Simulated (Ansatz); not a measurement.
TiO$_{2}$ (rutile)

```
TiO2
1.0
    4.59126     0.00000     0.00000
    0.00000     4.59126     0.00000
    0.00000     0.00000     2.93900
Ti O
2 4
Direct
  0.00000   0.00000   0.00000
  0.50000   0.50000   0.50000
  0.30444   0.30444   0.00000
  0.80444   0.19556   0.50000
  0.19556   0.80444   0.50000
  0.69556   0.69556   0.00000
```

In this cell atom 1 (Ti, nearest neighbour O at 1.942 Å; its periodic images, 2.9 Å or more away, move with it) is moved by s along Cartesian x, unit vector (1.000, 0.000, 0.000); all other atoms and the cell stay fixed.

Computed with PBEsol (plane waves to 420 eV, PAW, scalar-relativistic; Ansatz, a program for electronic structure). k mesh 6×6×9 (Γ-centred), Fermi-Dirac smearing 0.05 eV. Compression counts positive. Left out: 4 of 11 points, with atoms too close for the PAW data. F∥ is the force on the atom along that direction. TiO2 is run without spin polarisation. TiO2 was relaxed with its symmetry unable to fall. 

| s (Å) | F∥ (eV/Å) | P (GPa) |
|---|---|---|
| -0.348 | 5.645 | [?] |
| -0.232 | 3.738 | [?] |
| -0.116 | 1.847 | 0.7 |
| 0.000 | 0.000 | 0.0 |
| 0.116 | -1.847 | 0.7 |
| 0.232 | -3.738 | [?] |
| 0.348 | -5.645 | [?] |

**Question.** What belongs in the gaps?

**Answer.** 
- -0.348, P (GPa): 6.6
- -0.232, P (GPa): 3.0
- 0.232, P (GPa): 3.0
- 0.348, P (GPa): 6.6

(A displaced cell: forces are minus the slopes of the energy, force constants its curvatures, and phonons follow from these.)
